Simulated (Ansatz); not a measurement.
HgTe (zinc blende, F-43m) under volume change, plane-wave PAW PBEsol (Ansatz code), scaled uniformly.

```json
[
 {"V (Å³/atom)": "31.375", "E − E(relaxed) (meV/atom)": "44.5", "P (GPa)": "5.06"},
 {"V (Å³/atom)": "32.409", "E − E(relaxed) (meV/atom)": "18.5", "P (GPa)": "3.06"},
 {"V (Å³/atom)": "33.444", "E − E(relaxed) (meV/atom)": "[?]", "P (GPa)": "[?]"},
 {"V (Å³/atom)": "34.478", "E − E(relaxed) (meV/atom)": "0.0", "P (GPa)": "0.00"},
 {"V (Å³/atom)": "35.512", "E − E(relaxed) (meV/atom)": "[?]", "P (GPa)": "[?]"},
 {"V (Å³/atom)": "36.547", "E − E(relaxed) (meV/atom)": "14.5", "P (GPa)": "-2.11"},
 {"V (Å³/atom)": "37.581", "E − E(relaxed) (meV/atom)": "30.7", "P (GPa)": "-2.90"}
]
```

**Question.** What belongs in the gaps?

**Answer.** 
- 33.444, E − E(relaxed) (meV/atom): 4.3
- 33.444, P (GPa): 1.39
- 35.512, E − E(relaxed) (meV/atom): 3.8
- 35.512, P (GPa): -1.15

**Question.** What does a third-order Birch–Murnaghan fit give for V₀, B₀ and B′?

**Answer.** V₀ = 34.48 Å³/atom, B₀ = 42.1 GPa, B′ = 5.2.

The PBEsol relaxation kept the symmetry of its start. Scalar-relativistic: spin–orbit coupling is off unless named, which matters more the heavier the elements.

Potentials: the later of the program's two PAW sets.
